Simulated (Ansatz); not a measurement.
Zincblende alloy of InP and GaP (28 of 64 In sites exchanged), 128 atoms

Ansatz, PAW, plane waves. PBEsol relaxation of volume and atoms (shape held) at the single k point (½, ½, ½); single points on the relaxed atoms at the Γ point alone, onto which points of the small cell's zone fold. Arrangement: quasirandom. No spin–orbit coupling unless named.

Relaxed structure:

```xyz
128
Lattice="0.0000 11.3700 11.3700 11.3700 0.0000 11.3700 11.3700 11.3700 0.0000" Properties=species:S:1:pos:R:3 pbc="T T T"
In   11.2973   11.3131    0.0207
In    5.7150    5.6895    5.7154
In    5.7174   11.3729   11.3386
In   11.3413   11.3647    5.6884
In   11.3967   11.3611   11.3640
In   11.3865   11.2763   17.0372
In   11.3265   17.1285   11.3550
In   17.0813   11.4061   11.4191
In   17.1025   17.0528   17.0667
In    2.8718    2.9054    0.0451
In   14.2143    8.5397   17.0487
In   14.2067   19.8637   11.3327
In    8.4804    2.8688    5.7301
In    8.5229    8.4852   11.3312
In    8.4818   14.2277   11.3328
In   14.2077    8.5315   11.4306
In   14.2986   14.1859   11.3756
In   14.2422   14.1744   17.0037
In   14.2353   11.3758    2.9268
In   14.2106    5.6961   14.2245
In    2.8618    5.6885    8.5141
In    2.8719   11.3019    8.4984
In   19.8854   22.7142   19.8996
In    8.5149    5.7517    2.8495
In   19.9118   17.0343   14.2249
In    8.5023   11.3423   14.2698
In   14.1910    5.7326    8.5342
In   14.2302   17.0806   14.2339
In   22.6986   14.2491   14.2422
In   17.0705   19.9056   14.2623
In    5.7790   14.2182    8.5091
In   11.3291    2.9252    8.5525
In   11.3473    8.5233    8.5042
In   11.3289   14.2113    8.4571
In   11.4198   14.2122   14.2509
In   17.0708   19.9156   19.8738
Ga   22.6901   17.0630   17.0799
Ga   17.0103   11.3930    5.7131
Ga    5.7488    5.7263    0.0243
Ga    5.7388    5.6257   11.3147
Ga    5.7562   11.3325    5.6268
Ga   11.3335    5.7819    5.6939
Ga   11.2926    5.6809   11.3693
Ga    2.8895    2.8316    5.7137
Ga   19.8423   14.2507   11.3635
Ga    8.5120    8.5021    0.0233
Ga    8.5068    8.5475    5.6874
Ga   19.9401   19.8763   17.0769
Ga   19.8612   14.1705   17.0327
Ga   14.1667    8.5530    5.6717
Ga    8.5057    5.6883    8.5363
Ga    8.4895   11.3392    2.8626
Ga    8.4716   11.3268    8.4304
Ga   19.9201   17.1077   19.8565
Ga   14.2653   11.3892    8.4364
Ga   14.2780   11.3196   14.2420
Ga   22.6504   19.8259   19.8658
Ga    5.6648    2.8497    2.8620
Ga   17.0475   14.1958    8.5202
Ga    5.7413    8.5720    2.8492
Ga    5.7729    8.5138    8.4982
Ga   11.3048    8.5394    2.8968
Ga   11.3567    8.4813   14.2245
Ga   17.1147   14.1583   14.2066
P     1.4118    1.4070    1.4451
P     1.2768    7.0896    7.1018
P     6.9601    1.3978    7.1296
P     7.0485    7.2024    1.3705
P     7.2040    7.1600    7.1646
P     7.0193    7.0157   12.7281
P     7.1682   12.7121    7.0045
P     7.0316   12.8482   12.8761
P    12.7888    7.1381    6.9693
P    12.6037    7.0669   12.7808
P    12.9211   12.7885    7.0730
P    12.9230   12.7074   12.8830
P    12.7665   12.7812   18.4827
P    12.6943   18.5663   12.8802
P    18.5778   12.8602   12.8596
P    18.6245   18.4912   18.4563
P     4.4365    4.3013    1.4379
P     4.2785    4.1400    7.1111
P     4.4539    9.9235    7.0774
P     4.2665    9.9530   12.7836
P     9.9213    4.4505    7.0905
P     9.9226    4.2602   12.6471
P     9.8376    9.8531    1.5200
P     9.8019    9.9344    7.0889
P     9.9929    9.8525   12.8567
P     9.9395    9.8060   18.4735
P     9.8294   15.6837    7.0035
P     9.9491   15.6261   12.7902
P    15.5544    9.9896    7.0072
P    15.6709    9.9499   12.9386
P    15.8101   15.6304   12.8103
P    15.6317   15.6215   18.4849
P     4.3359    1.5071    4.3356
P     4.3693    7.1871    4.1969
P     4.4430    7.0941    9.9202
P     4.2578   12.8145    9.9253
P     9.8415    1.5030   10.0182
P     9.9700    7.2046    4.3532
P     9.9427    6.9572    9.9216
P    10.0092    7.1634   15.6956
P     9.8019   12.7740    4.2500
P     9.8292   12.6750    9.8340
P     9.9452   12.7907   15.6842
P     9.8443   18.5426    9.8842
P    15.7087    7.0541   10.0379
P    15.6646   12.7528    9.7956
P    15.7317   12.6891   15.5524
P    15.5799   18.5599   15.7480
P     1.4265    4.2688    4.4439
P     1.2937    9.8250    9.8265
P     7.0390    4.2119    4.1814
P     7.0939    4.2306    9.8962
P     7.1268    9.9244    4.2523
P     7.1272    9.9498    9.7977
P     7.1050    9.9405   15.8411
P     7.1395   15.8337    9.9207
P    12.7251    4.3777   10.0533
P    12.7522    9.8251    4.2617
P    12.9071   10.0211    9.8331
P    12.8074    9.9125   15.4644
P    12.7751   15.6221    9.9732
P    12.7161   15.7380   15.7366
P    18.5397    9.8839   10.0561
P    18.4679   15.4772   15.6299
```

(1) What are the mean bond lengths by pair (pairs within 1.2 times the sum of covalent radii, less contacts 15 % beyond the pair's median; cation–cation pairs of compounds aside; long ionic contacts are cut short by that bound)?

(2) What gap lies between the top filled and the lowest empty level in the single points?

## Answers

(1) Ga–P 2.385 ± 0.022 Å (standard deviation, 112 bonds); In–P 2.526 ± 0.019 Å (standard deviation, 144 bonds).

(2) HSE06 with spin–orbit coupling 1.79 eV (25 min on NVIDIA GB200). An indirect band minimum needn't fold onto Γ of this cell; where it doesn't, these gaps are too wide.
